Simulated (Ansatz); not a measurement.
Compressing Cs2AgBiBr6: a fit and a missing row

Cs2AgBiBr6, Fm-3m, a = 11.484 Å. The structure is a COD entry; whether it is the stable form wasn't checked. Ansatz: PBE, PAW, 420 eV, Γ-centred 4×4×4 mesh on 10 atoms, Gaussian smearing 0.02 eV; no spin polarisation. Shape and atoms are relaxed at each volume; pressure is positive in compression.

```tsv
V (Å³/atom)	P (GPa)
35.592	1.48
36.728	?
37.864	-0.03
39.000	-0.59
40.135	-1.03
```

Question: Take V0 = 37.864 Å³/atom, count pressures from its P0 = -0.03 GPa, fit the third-order Birch–Murnaghan form to the other rows, and predict the missing pressure.

Answer: With the Eulerian strain f = ½[(V0/V)^(2/3) − 1] and y = (P − P0)/[3f(1 + 2f)^(5/2)], the form is the line y = B0 + 1.5 B0 (B0′ − 4) f. Rows (f, y): 0.02106, 21.56; -0.00976, 20.09; -0.01904, 19.29. Means f = -0.002580, y = 20.313; Σ(Δf)² = 0.0008813, ΣΔfΔy = 0.04792; the slope is their ratio. y = 20.45 + 54.37 f GPa, so B0 = 20.4 GPa and B0′ = 4 + 2 × (54.37)/(3 × 20.45) = 5.77. At V = 36.728, f = 0.01026, y = 21.008 and P = 0.65 GPa. The run gave 0.65 GPa, the same to the digits shown.

Spin–orbit coupling is left out, which can shift energies with elements as heavy as these.